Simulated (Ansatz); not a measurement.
## HCl, a database entry at a rescaled volume

```
H Cl
1.0
    -2.53816    2.69963    0.00000
     2.53816    0.00000    2.88129
     2.53816    2.69963    0.00000
H Cl
1 1
Direct
  0.00000 0.00000 0.00000
  0.50000 0.00000 0.50000
```

Single point in Ansatz 0.2.0 with r2SCAN, no spin polarisation. Cutoff 500 eV, PAW datasets, 11×11×11 Γ-centred k mesh, fermi-dirac filling (width 0.1 eV).

(1) Metal or insulator?

(2) How is the charge shared?

(3) What does the stress say?

(4) Is it stable against the elements?

(5) Describe some of the short contacts.

Origin: a database entry at a rescaled volume. Caveats: atoms or cell far from equilibrium.

Results:

(1) It is a metal, with about 0.067 states/eV a cell as the mean within 0.25 eV of the Fermi level, mostly H s (51 %) and Cl p (48 %).

(2) Bader charges in e: H +0.37, Cl -0.37. In the mean H gives up most and Cl takes most.

(3) The pressure is -10.3 GPa (compression positive), so with the atoms held at these fractions the cell would first shrink. The principal stresses -16.0, -9.5, -5.5 GPa differ, so its shape would change too.

(4) 1.11 eV an atom against the elements' usual phases (free molecules for gases, crystals otherwise, with no correction for O₂ or N₂), so at this geometry it isn't bound against them. Relaxing would lower it.

(5) H–Cl at 2.54 Å: least valence density 0.11 e/Å³ and ELF 0.33 there. These are pseudo-fields; inside the PAW spheres they differ from the all-electron ones.
